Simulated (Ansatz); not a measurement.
Given:

BiPt:
```cif
data_Bi2Pt2
_chemical_formula_sum 'Bi2 Pt2'
_space_group_name_H-M_alt 'P 1'
_space_group_IT_number 1
_cell_length_a 4.36184
_cell_length_b 4.36184
_cell_length_c 5.48668
_cell_angle_alpha 90.000
_cell_angle_beta 90.000
_cell_angle_gamma 120.000
loop_
_space_group_symop_operation_xyz
  'x, y, z'
loop_
_atom_site_label
_atom_site_type_symbol
_atom_site_fract_x
_atom_site_fract_y
_atom_site_fract_z
_atom_site_occupancy
Bi1 Bi 0.33333 0.66667 0.25000 1
Bi2 Bi 0.66667 0.33333 0.75000 1
Pt1 Pt 0.00000 0.00000 0.50000 1
Pt2 Pt 0.00000 0.00000 0.00000 1
```

This is the PBEsol-relaxed structure.

All from DFT-PBEsol in the program Ansatz with PAW potentials, unless another level is named. Predict the formation energy from the elements (no fitted shifts).

-0.27 eV/atom.

Next, the density of states at the Fermi level?

0.48 states/eV per atom (mean over ±0.08 eV).

Next, the gap with spin–orbit coupling?

none (metallic).

Space group P6_3/mmc (NiAs type). The workflow started from a Materials Project entry (that database holds measured and hypothetical structures alike); the Crystallography Open Database files this formula in space group No. 194, but the cells were not matched. Whether it is the stable phase at ambient conditions was not checked. The PBEsol relaxation kept the symmetry of its start; of distortions, only those at the zone centre were tested. The run is not spin-polarised. The references are the lowest solids computed at this level, not always the standard phases. Spin–orbit coupling is left out wherever it is not named.

Potentials: the later of the program's two PAW sets.
